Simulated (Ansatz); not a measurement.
**Perovskite alloy of CsPbBr3 and CsSnBr3 (4 of 8 Pb sites exchanged), 40 atoms**

Ansatz, PAW, plane waves. PBEsol relaxation of volume and atoms (shape held) at the single k point (¼, ¼, ¼) without its symmetry partners; single points on the relaxed atoms at the single k point (¼, ¼, ¼) without its symmetry partners, onto which points of the small cell's zone fold. Arrangement: random. No spin–orbit coupling unless named.

Relaxed structure:

```xyz
40
Lattice="11.6045 0.0000 0.0000 0.0000 11.6045 0.0000 0.0000 0.0000 11.6045" Properties=species:S:1:pos:R:3 pbc="T T T"
Cs    0.0159   11.5655    0.0168
Cs   11.5953    0.0104    5.8211
Cs    0.0040    5.7937   11.5979
Cs   11.5958    5.7982    5.8034
Cs    5.8025    0.0164   11.5906
Cs    5.7907   11.5844    5.7952
Cs    5.8190    5.7934    0.0144
Cs    5.7882    5.8103    5.8100
Pb    2.9092    2.8986    2.8980
Pb    2.9054    8.7071    8.6947
Pb    8.7076    2.8925    8.7023
Pb    8.7135    8.6986    2.9033
Sn    2.9055    2.9038    8.6999
Sn    2.9120    8.6988    2.8920
Sn    8.7117    2.8961    2.9017
Sn    8.7099    8.6956    8.7044
Br    2.9195    2.9075   11.5664
Br    2.9054    2.8808    5.8273
Br    2.9204    8.6901    0.0239
Br    2.9060    8.7118    5.7640
Br    8.6928    2.8800    0.0303
Br    8.7241    2.9146    5.7696
Br    8.6984    8.7098   11.5669
Br    8.7198    8.6762    5.8277
Br   11.5806    2.9167    2.8890
Br    0.0379    2.8880    8.6902
Br    0.0407    8.6934    2.8673
Br   11.5807    8.7217    8.7149
Br    5.8420    2.8829    2.8942
Br    5.7766    2.9239    8.7034
Br    5.7789    8.7132    2.9081
Br    5.8421    8.6841    8.6713
Br    2.9075   11.5707    2.8850
Br    2.9161    0.0283    8.7013
Br    2.9148    5.8328    2.8994
Br    2.8988    5.7668    8.6869
Br    8.7240    0.0257    2.9093
Br    8.7011   11.5716    8.6968
Br    8.7117    5.7645    2.8893
Br    8.7285    5.8342    8.7158
```

Task: What are the mean bond lengths by pair (pairs within 1.2 times the sum of covalent radii, less contacts 15 % beyond the pair's median; cation–cation pairs of compounds aside; long ionic contacts are cut short by that bound)?

Result: Br–Cs 4.103 ± 0.022 Å (standard deviation, 96 bonds); Br–Pb 2.933 ± 0.004 Å (standard deviation, 24 bonds); Br–Sn 2.869 ± 0.004 Å (standard deviation, 24 bonds).

Task: What gap lies between the top filled and the lowest empty level in the single points?

Result: r²SCAN 2.88 eV (2.6 min on 2 threads of EPYC 7R13). Away from Γ this isn't the crystal's band gap.
